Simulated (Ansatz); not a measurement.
Input file for Ansatz (a first-principles code):

Ansatz 0.2 input:
```yaml
crystal:
  lattice:
    - [3.1197750828, 0.0, 0.0]
    - [0.0, 3.1197750828, 0.0]
    - [0.0, 0.0, 3.1197750828]
  atoms:
    - { symbol: Pd, position: [0.0, 0.0, 0.0] }
    - { symbol: Mo, position: [0.5, 0.5, 0.5] }
kpoints:
  mp_grid: { grid: [27, 27, 27] }
hamiltonian:
  xc: pbesol
  pseudopotentials: { azcp: { folder: ./paw }, kind: paw }
scf:
  occupations: { method: fermi_dirac, width: 0.1 }
elastic: { mode: relaxed_ion, stencil: two_point, amplitude: 0.005, f_tol: 0.0005 }
```

Output (shortened):

```
Pseudopotential: Pd, paw, valence charge 18
Pseudopotential: Mo, paw, valence charge 14
Functional definition: PBEsol
Crystal: 2 atoms, lattice volume = 30.365 Å³
Basis set: ecut = 420 eV, 619 PW (Γ), exchange–correlation on 48×48×48 points (8 copies of the dense FFT grid, shifted against one another)
Bands: 20, of which v1, the nominal top of the filled ones, is band 16 counted from 1 (15 counted from 0)
Symmetry: 48 space group operations
Space group: Pm-3m (ITA 221), of the structure as read, at distance tolerance 3.1e-5 Å
k-points: 560 of 19683
SCF iter   1: F=—  HF=-11806.768058 eV  |F-HF|=—  |Δ(HF+E_count)|=         —  Δρ=2.38e-1  dr2=2.33e1  ethr=3.10e-3  ⟨swp⟩=5.0  Hψ=43363  notcnv=0
preconditioner: auto → none
SCF iter   2: F=—  HF=-11804.593487 eV  |F-HF|=—  |Δ(HF+E_count)|=    2.17e0  Δρ=1.44e-1  dr2=9.44e0  ethr=3.10e-3  ⟨swp⟩=2.3  Hψ=23788  notcnv=0
SCF iter   3: F=—  HF=-11803.394262 eV  |F-HF|=—  |Δ(HF+E_count)|=    1.20e0  Δρ=2.92e-2  dr2=4.20e-1  ethr=3.10e-3  ⟨swp⟩=2.0  Hψ=18072  notcnv=0
SCF iter   4: F=—  HF=-11803.340401 eV  |F-HF|=—  |Δ(HF+E_count)|=   5.39e-2  Δρ=4.56e-3  dr2=9.24e-3  ethr=1.31e-3  ⟨swp⟩=2.0  Hψ=17165  notcnv=0
SCF iter   5: F=—  HF=-11803.339268 eV  |F-HF|=—  |Δ(HF+E_count)|=   1.13e-3  Δρ=1.14e-3  dr2=6.34e-4  ethr=2.89e-5  ⟨swp⟩=2.0  Hψ=14583  notcnv=0
SCF iter   6: F=—  HF=-11803.339179 eV  |F-HF|=—  |Δ(HF+E_count)|=   8.94e-5  Δρ=2.48e-4  dr2=3.36e-5  ethr=1.98e-6  ⟨swp⟩=1.7  Hψ=13733  notcnv=0
SCF iter   7: F=—  HF=-11803.339168 eV  |F-HF|=—  |Δ(HF+E_count)|=   1.03e-5  Δρ=3.22e-5  dr2=4.04e-7  ethr=1.05e-7  ⟨swp⟩=1.7  Hψ=11825  notcnv=0
SCF iter   8: F=—  HF=-11803.339170 eV  |F-HF|=—  |Δ(HF+E_count)|=   2.14e-6  Δρ=2.70e-6  dr2=3.26e-9  ethr=1.26e-9  ⟨swp⟩=2.3  Hψ=15890  notcnv=0
SCF iter  11: F=-11803.339170 eV  HF=-11803.339170 eV  |F-HF|=3.64e-12  |Δ(HF+E_count)|=    0.00e0  Δρ=1.02e-8  dr2=5.19e-14  ethr=1.00e-12  ⟨swp⟩=4.1  Hψ=38626  notcnv=0
SCF 1 converged in 11 iterations: F = -11803.339170 eV  dr2 = 5.19e-14
Crystal: 2 atoms, lattice volume = 30.213 Å³
Basis set: ecut = 420 eV, 611 PW (Γ), exchange–correlation on 48×48×48 points (8 copies of the dense FFT grid, shifted against one another)
Symmetry: 16 space group operations
k-points: 1470 of 19683
iter 1 solved again at ethr=3.29e-6 eV; its pass at ethr=3.10e-3 eV (dr2=1.05e-3 eV) is discarded
SCF iter   1: F=—  HF=-11803.338921 eV  |F-HF|=—  |Δ(HF+E_count)|=         —  Δρ=1.55e-3  dr2=1.06e-3  ethr=3.29e-6  ⟨swp⟩=2.2  Hψ=145247  notcnv=0
preconditioner: auto → none
SCF iter   2: F=—  HF=-11803.338769 eV  |F-HF|=—  |Δ(HF+E_count)|=   1.52e-4  Δρ=5.00e-4  dr2=9.88e-5  ethr=3.29e-6  ⟨swp⟩=1.0  Hψ=29439  notcnv=0
SCF iter   3: F=—  HF=-11803.338746 eV  |F-HF|=—  |Δ(HF+E_count)|=   2.27e-5  Δρ=1.87e-4  dr2=1.43e-5  ethr=3.09e-7  ⟨swp⟩=2.2  Hψ=38999  notcnv=0
SCF iter   4: F=—  HF=-11803.338743 eV  |F-HF|=—  |Δ(HF+E_count)|=   3.07e-6  Δρ=2.83e-5  dr2=9.56e-8  ethr=4.46e-8  ⟨swp⟩=2.0  Hψ=41128  notcnv=0
SCF iter   5: F=—  HF=-11803.338743 eV  |F-HF|=—  |Δ(HF+E_count)|=   2.61e-8  Δρ=4.94e-6  dr2=2.73e-9  ethr=2.99e-10  ⟨swp⟩=2.1  Hψ=52082  notcnv=0
SCF iter   6: F=—  HF=-11803.338743 eV  |F-HF|=—  |Δ(HF+E_count)|=  1.31e-10  Δρ=1.51e-6  dr2=2.93e-10  ethr=8.54e-12  ⟨swp⟩=2.9  Hψ=57167  notcnv=0
SCF iter   7: F=—  HF=-11803.338743 eV  |F-HF|=—  |Δ(HF+E_count)|=  1.64e-11  Δρ=2.20e-7  dr2=1.54e-11  ethr=9.15e-13 (applied; sched 1.00e-12)  ⟨swp⟩=2.0  Hψ=42315  notcnv=0
SCF iter   8: F=—  HF=-11803.338743 eV  |F-HF|=—  |Δ(HF+E_count)|=  3.64e-12  Δρ=3.13e-8  dr2=1.03e-13  ethr=4.83e-14 (applied; sched 1.00e-12)  ⟨swp⟩=2.1  Hψ=37194  notcnv=0
SCF iter   9: F=-11803.338743 eV  HF=-11803.338743 eV  |F-HF|=3.64e-12  |Δ(HF+E_count)|=  1.82e-12  Δρ=3.83e-9  dr2=1.62e-15  ethr=1.00e-12  ⟨swp⟩=3.8  Hψ=89665  notcnv=0
SCF 2 converged in 9 iterations: F = -11803.338743 eV  dr2 = 1.62e-15
Crystal: 2 atoms, lattice volume = 30.517 Å³
iter 1 solved again at ethr=1.14e-9 eV; its pass at ethr=3.10e-3 eV (dr2=3.66e-7 eV) is discarded
SCF iter   1: F=—  HF=-11803.339248 eV  |F-HF|=—  |Δ(HF+E_count)|=         —  Δρ=9.98e-5  dr2=3.71e-7  ethr=1.14e-9  ⟨swp⟩=2.2  Hψ=138371  notcnv=0
preconditioner: auto → none
SCF iter   2: F=—  HF=-11803.339243 eV  |F-HF|=—  |Δ(HF+E_count)|=   4.91e-6  Δρ=4.89e-5  dr2=5.12e-8  ethr=1.14e-9  ⟨swp⟩=1.5  Hψ=33999  notcnv=0
SCF iter   3: F=—  HF=-11803.339243 eV  |F-HF|=—  |Δ(HF+E_count)|=   1.40e-7  Δρ=1.33e-5  dr2=4.94e-9  ethr=1.60e-10  ⟨swp⟩=1.0  Hψ=29446  notcnv=0
SCF iter   4: F=—  HF=-11803.339243 eV  |F-HF|=—  |Δ(HF+E_count)|=   1.03e-8  Δρ=1.81e-6  dr2=4.47e-11  ethr=1.54e-11  ⟨swp⟩=2.3  Hψ=43105  notcnv=0
SCF iter   5: F=—  HF=-11803.339243 eV  |F-HF|=—  |Δ(HF+E_count)|=  2.13e-10  Δρ=2.26e-7  dr2=9.44e-13  ethr=1.40e-13 (applied; sched 1.00e-12)  ⟨swp⟩=2.1  Hψ=46927  notcnv=0
SCF iter   6: F=-11803.339243 eV  HF=-11803.339243 eV  |F-HF|=3.64e-12  |Δ(HF+E_count)|=  5.46e-12  Δρ=1.03e-8  dr2=1.33e-14  ethr=1.00e-12  ⟨swp⟩=4.0  Hψ=95785  notcnv=0
SCF 3 converged in 6 iterations: F = -11803.339243 eV  dr2 = 1.33e-14
Crystal: 2 atoms, lattice volume = 30.365 Å³
Symmetry: 8 space group operations
k-points: 2744 of 19683
iter 1 solved again at ethr=2.45e-7 eV; its pass at ethr=3.10e-3 eV (dr2=7.83e-5 eV) is discarded
SCF iter   1: F=—  HF=-11803.338918 eV  |F-HF|=—  |Δ(HF+E_count)|=         —  Δρ=5.29e-4  dr2=2.56e-5  ethr=2.45e-7  ⟨swp⟩=2.0  Hψ=272259  notcnv=0
preconditioner: auto → none
SCF iter   2: F=—  HF=-11803.338910 eV  |F-HF|=—  |Δ(HF+E_count)|=   8.00e-6  Δρ=2.36e-4  dr2=4.79e-6  ethr=8.01e-8  ⟨swp⟩=1.0  Hψ=54880  notcnv=0
SCF iter   3: F=—  HF=-11803.338909 eV  |F-HF|=—  |Δ(HF+E_count)|=   1.23e-6  Δρ=2.33e-5  dr2=7.91e-8  ethr=1.50e-8  ⟨swp⟩=1.0  Hψ=54880  notcnv=0
SCF iter   4: F=—  HF=-11803.338909 eV  |F-HF|=—  |Δ(HF+E_count)|=   9.01e-8  Δρ=2.69e-6  dr2=6.35e-10  ethr=2.47e-10  ⟨swp⟩=2.0  Hψ=89159  notcnv=0
SCF iter   5: F=—  HF=-11803.338909 eV  |F-HF|=—  |Δ(HF+E_count)|=  9.09e-11  Δρ=6.84e-7  dr2=2.54e-11  ethr=1.98e-12  ⟨swp⟩=2.6  Hψ=94620  notcnv=0
SCF iter   6: F=—  HF=-11803.338909 eV  |F-HF|=—  |Δ(HF+E_count)|=  1.46e-11  Δρ=1.44e-7  dr2=4.49e-12  ethr=7.94e-14 (applied; sched 1.00e-12)  ⟨swp⟩=2.3  Hψ=80892  notcnv=0
SCF iter   7: F=-11803.338909 eV  HF=-11803.338909 eV  |F-HF|=1.82e-12  |Δ(HF+E_count)|=    0.00e0  Δρ=2.42e-8  dr2=5.16e-14  ethr=1.00e-12  ⟨swp⟩=2.9  Hψ=219796  notcnv=0
SCF 4 converged in 7 iterations: F = -11803.338909 eV  dr2 = 5.16e-14
Crystal: 2 atoms, lattice volume = 30.365 Å³
iter 1 solved again at ethr=1.47e-10 eV; its pass at ethr=3.10e-3 eV (dr2=4.71e-8 eV) is discarded
SCF iter   1: F=—  HF=-11803.338913 eV  |F-HF|=—  |Δ(HF+E_count)|=         —  Δρ=5.34e-5  dr2=4.64e-8  ethr=1.47e-10  ⟨swp⟩=2.3  Hψ=267878  notcnv=0
preconditioner: auto → none
SCF iter   2: F=—  HF=-11803.338909 eV  |F-HF|=—  |Δ(HF+E_count)|=   4.78e-6  Δρ=2.59e-5  dr2=6.16e-9  ethr=1.45e-10  ⟨swp⟩=2.0  Hψ=85839  notcnv=0
SCF iter   3: F=—  HF=-11803.338909 eV  |F-HF|=—  |Δ(HF+E_count)|=   3.72e-8  Δρ=7.74e-6  dr2=6.52e-10  ethr=1.93e-11  ⟨swp⟩=1.0  Hψ=54880  notcnv=0
SCF iter   4: F=—  HF=-11803.338909 eV  |F-HF|=—  |Δ(HF+E_count)|=   3.59e-9  Δρ=7.56e-7  dr2=7.27e-12  ethr=2.04e-12  ⟨swp⟩=1.3  Hψ=58628  notcnv=0
SCF iter   5: F=-11803.338909 eV  HF=-11803.338909 eV  |F-HF|=0.00e0  |Δ(HF+E_count)|=  3.46e-11  Δρ=6.09e-8  dr2=9.66e-14  ethr=1.00e-12  ⟨swp⟩=3.1  Hψ=229627  notcnv=0
SCF 5 converged in 5 iterations: F = -11803.338909 eV  dr2 = 9.66e-14
SCF converged after 11 iterations
Free energy (F): -11803.339170 eV
Harris-Foulkes:  -11803.339170 eV  (|F-HF|=3.64e-12)
Internal energy: -11803.231516 eV  (E = F + TS)
E sigma→0 (E₀):  -11803.285343 eV
Entropy (-TS):   -0.107655 eV (-53.827 meV/atom)
Fermi energy:    20.658060 eV
--- Per-component energies (eV) ---
  E_band       = -198.057898
  E_kinetic    = 869.953206
  E_local      = -2682.769061  (includes V_loc(G=0)·N_el)
  E_nonlocal   = 521.675999
  E_hartree    = 1036.749049
  E_xc         = -313.109985
  E_vxc        = -394.256834  (∫ρ·V_xc dr)
  E_paw        = -6898.566701  (= ΣΔE_a)
  E_vpaw       = -586.159565  (= ΣTr[D̂ρ^β])
  E_aug_tail   = 0.000260  (compensation charges beyond the density's cutoff)
  E_ewald      = -4337.676107
  E_core_change = 0.511825  (= ΣΔE_core)
  E_smearing   = -0.107655  (= −TS)
  E_closure    =  0.000000  (closes the sum)
  Σ components = -11803.339170   (vs F -11803.339170, Δ=0.00e0)
  [band-id]    e_kinetic+e_local+e_nonlocal+2·e_hartree+e_vxc+e_vpaw+e_augmentation_tail = -198.057897   (vs E_band -198.057898, Δ=1.62e-6)
--- Forces (eV/Å), atoms counted from 1 ---
  atom   1  Pd     0.00000000     0.00000000     0.00000000
  atom   2  Mo     0.00000000     0.00000000     0.00000000
  max |Σ_I F_I| component: 0.0 eV/Å
--- Stress (GPa, compression-positive) ---
        0.262574       0.000000       0.000000
        0.000000       0.262574       0.000000
        0.000000       0.000000       0.262574
  P = ⅓ Tr σ = 0.2626 GPa (2.626 kbar)
--- Band table (eV; the first three rows and the last of 560) ---
  k-point 0: bands = ["-64.3396", "-40.3690", "-30.0601", "-30.0601", "-30.0601", "-14.3160", "-14.3160", "-14.3160", "12.9350", "14.7140", "14.7140", "17.3112", "17.3112", "17.3112", "20.5292", "20.5292", "22.9756", "22.9756", "22.9756", "29.2006"]
  k-point 1: bands = ["-64.3396", "-40.3687", "-30.0608", "-30.0600", "-30.0600", "-14.3201", "-14.3158", "-14.3158", "12.9637", "14.7270", "14.7346", "17.3094", "17.3094", "17.3187", "20.5054", "20.5392", "22.9149", "22.9149", "22.9617", "29.0911"]
  k-point 2: bands = ["-64.3395", "-40.3679", "-30.0627", "-30.0598", "-30.0598", "-14.3322", "-14.3153", "-14.3153", "13.0492", "14.7659", "14.7955", "17.3043", "17.3043", "17.3409", "20.4348", "20.5685", "22.7441", "22.7441", "22.9206", "28.7820"]
  k-point 559: bands = ["-64.3301", "-40.3016", "-30.1042", "-30.1041", "-30.1041", "-14.5533", "-14.5533", "-14.5531", "16.2934", "16.3188", "16.3188", "17.5542", "17.5542", "17.5740", "18.9338", "18.9338", "23.2572", "23.2572", "27.4215", "29.6007"]
--- Elastic constants: 2 strain directions × 2 members + reference (group order 48) ---
  dense FFT box of the reference and of every strained cell: 24×24×24
  strains applied: 11, 23; error gains: componentwise 1.00 (the most a stress slope's error grows in a printed constant), spectral 1.73 (1 for all six strains …
  C = ∂σ_k/∂η_j (tension-positive GPa; Voigt order 11 22 33 23 13 12):
        74.753    320.181    320.181      0.000      0.000      0.000
       320.181     74.753    320.181      0.000      0.000      0.000
       320.181    320.181     74.753      0.000      0.000      0.000
         0.000      0.000      0.000    110.209      0.000      0.000
         0.000      0.000      0.000      0.000    110.209      0.000
         0.000      0.000      0.000      0.000      0.000    110.209
  reference stress σ⁰ (GPa):     -0.263     -0.263     -0.263      0.000      0.000      0.000
  C* (energy form; C + prestress term) asymmetry max|C*_kj − C*_jk| = 1.137e-13 GPa — a small one proves nothing (zero by symmetry where the batch's group is …
  moduli (Voigt/Reuss/Hill, GPa): K = 238.37/238.37/238.37   G = 17.04/457.75/237.40   E = 534.69   ν = 0.126
  mechanically stable: NO (min eigenvalue of sym C = -245.43 GPa)
  where every solve meets its electron count the energy-path curvature estimates C_jj along a normal strain and C_jj − ¼(σ⁰_aa + σ⁰_bb) along a shear (ab), of …
  strain η (Voigt 11):  stress-route row diagonal C_11 = 74.75 GPa, energy-path curvature d²(F+E_count+ΔE)/dδ²/Ω₀ = 74.71 GPa
         δ    σ_11 (GPa)             F (eV)   n_scf  n_hpsi   n_pw
    -5.000e-3      -0.6394      -11803.3387433       9  551016    618   relax 0 steps, max|allowed force component| 0.0 eV/Å
     5.000e-3       0.1081      -11803.3392430       6  405381    624   relax 0 steps, max|allowed force component| 0.0 eV/Å
  strain η (Voigt 23):  stress-route row diagonal C_44 = 110.21 GPa, energy-path curvature d²(F+E_count+ΔE)/dδ²/Ω₀ = 110.35 GPa
         δ    σ_23 (GPa)             F (eV)   n_scf  n_hpsi   n_pw
    -5.000e-3      -0.5510      -11803.3389087       7  899656    624   relax 0 steps, max|allowed force component| 0.0 eV/Å
     5.000e-3       0.5510      -11803.3389087       5  730036    624   relax 0 steps, max|allowed force component| 0.0 eV/Å
```

Cost: around 3 core-minutes (rough) on shared cores.

The start of the workflow was typed in or built on a structure type; neither database checked (COD, Materials Project) lists it. Its standing as an ambient phase is unchecked. Symmetry was held in the PBEsol relaxation. At this level the phase is mechanically unstable. The run is not spin-polarised. Its formation energy is positive at this level, so the cell may be metastable or incomplete. As this level gives no gap, shear constants depend on the k-mesh and smearing (Fermi–Dirac, 0.1 eV here). Scalar-relativistic: spin–orbit coupling is off unless named, which matters more the heavier the elements.

Potentials: the earlier of the program's two PAW sets. The files were generated under PBE; for other functionals the program regenerates the frozen cores, and for LDA and PBEsol the local potential too.

Ansatz is a plane-wave DFT program.
